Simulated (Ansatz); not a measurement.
The start is a relaxed TiTe2 cell, doubled along one cell vector, shaken by Gaussian noise of σ = 0.08 Å a coordinate. A full variable-cell relaxation at zero pressure is run with PBEsol (plane waves to 420 eV, PAW, scalar-relativistic; Ansatz, a quantum-chemistry and plane-wave program). First-step values are on the input's coarse k-mesh.

Ansatz input (later rounds restart from its end on a renewed k-mesh):
Ansatz 0.2 input:
```yaml
crystal:
  lattice:
    - [6.0513004001, 0, 0]
    - [0, 6.962463209, 0]
    - [0, 0, 7.231100664]
  atoms:
    - { symbol: Ti, position: [0.4896356297, 0.5097488133, 0.2418406264] }
    - { symbol: Ti, position: [0.4937185743, 0.4883458849, 0.7500682993] }
    - { symbol: Ti, position: [-0.0308181222, 0.0047357637, -0.0099575007] }
    - { symbol: Ti, position: [0.0144863499, 0.020665493, 0.4933564391] }
    - { symbol: Te, position: [0.7148368452, 0.8271790459, 0.2452320332] }
    - { symbol: Te, position: [0.6994426266, 0.8549394822, 0.7561130158] }
    - { symbol: Te, position: [0.2048125076, 0.6507176579, -0.0025662021] }
    - { symbol: Te, position: [0.2277059577, 0.6578501746, 0.5166947391] }
    - { symbol: Te, position: [0.7786730449, 0.3422300536, 0.0049352266] }
    - { symbol: Te, position: [0.76556067, 0.3630255243, 0.5006781446] }
    - { symbol: Te, position: [0.2780017808, 0.1355238651, 0.2648346236] }
    - { symbol: Te, position: [0.2822031307, 0.1402627688, 0.7462191599] }
basis: { ecutwfc: 420, ecutrho_ratio: 4, xc_grid: 2, fft_grid_basis: typed }
kpoints: { mp_grid: { grid: [4, 4, 3] } }
hamiltonian:
  xc: pbesol
  dispersion: none
  pseudopotentials: { kind: paw }
scf: { occupations: { method: fermi_dirac, width: 0.05 } }
relax: { f_tol: 0.01, max_steps: 100, cell: { stress_tol: 0.02 } }
output: { forces: true, stress: true }
```

Q: Which atoms feel the largest initial force, and how large is it?

A: About 2.7 eV/Å, on Ti4 (atoms numbered as listed).

Q: Does it find its way back to the structure it was made from?

A: It relaxes back to the parent, Pnnm (No. 58).

Q: How do the shortest distances between atoms change?

A: The closest pairs of elements (up to four, under 3.6 Å), start → end: Te–Ti 2.43 → 2.70 Å; Te–Te 3.21 → 3.36 Å; Ti–Ti 3.56 → 3.61 Å.

The end point of the relaxation:

Space group Pnnm (No. 58); a = 6.052 Å, b = 6.963 Å, c = 3.615 Å, α = 90.00°, β = 90.00°, γ = 90.00°

```
atom  site  symmetry       x       y       z
----  ----  --------  ------  ------  ------
Ti      2b     ..2/m  0.0000  0.0000  0.5000
Te      4g       ..m  0.7174  0.1506  0.0000
```

Final values are on a 8×7×13 k-mesh of the relaxed cell. No spin polarisation in the result.

The relaxed structure here is a generated cell of TiTe2: the first start was made by placing the elements on the sites of a structure type, and the end was not matched to a known phase here, so it may be hypothetical. Known forms of TiTe2 include space group No. 164.
